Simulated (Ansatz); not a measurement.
**Axial (c/a) deformation path in In2Sb**

The calculation used DFT r2SCAN, scalar-relativistic, plane waves, PAW (Ansatz 0.2.0). Settings: plane waves to 500 eV, k-mesh 12×12×8 (Γ-centred), Gaussian smearing 0.15 eV. No spin polarisation. Energies are free energies at this smearing, counted from the undisturbed cell; pressure is positive in compression.

Reference structure (relaxed at this level; it needn't be the usual structure):

```yaml
crystal:
  lattice:
    - [5.41546, 0.00000, 0.00000]
    - [-2.70773, 4.68993, 0.00000]
    - [0.00000, 0.00000, 6.44732]
  atoms:
    - { symbol: In, position: [0.66667, 0.33333, 0.25000] }
    - { symbol: In, position: [0.33333, 0.66667, 0.75000] }
    - { symbol: In, position: [0.00000, 0.00000, 0.50000] }
    - { symbol: In, position: [0.00000, 0.00000, 0.00000] }
    - { symbol: Sb, position: [0.66667, 0.33333, 0.75000] }
    - { symbol: Sb, position: [0.33333, 0.66667, 0.25000] }
```

At fixed volume and fractional coordinates, lengths along (0.000, 0.000, 1.000) are scaled against those across it; ρ is that ratio over its starting value. The cell is metallic on the mesh throughout.

| ρ | ΔE (meV/atom) |
| --- | --- |
| 0.850 | 75.9 |
| 0.920 | 16.2 |
| 1.000 | 0.0 |
| 1.100 | 22.8 |
| 1.200 | 71.7 |

(1) Predict the pressure (GPa) at each point.

Answers

(1)
| ρ | pressure (GPa) |
| --- | --- |
| 0.850 | 1.8 |
| 0.920 | 0.3 |
| 1.000 | 0.0 |
| 1.100 | 0.9 |
| 1.200 | 2.4 |

Cost: 5 runs of about 8.6 core-minutes in all, on Arm Neoverse V1 (shared hosts).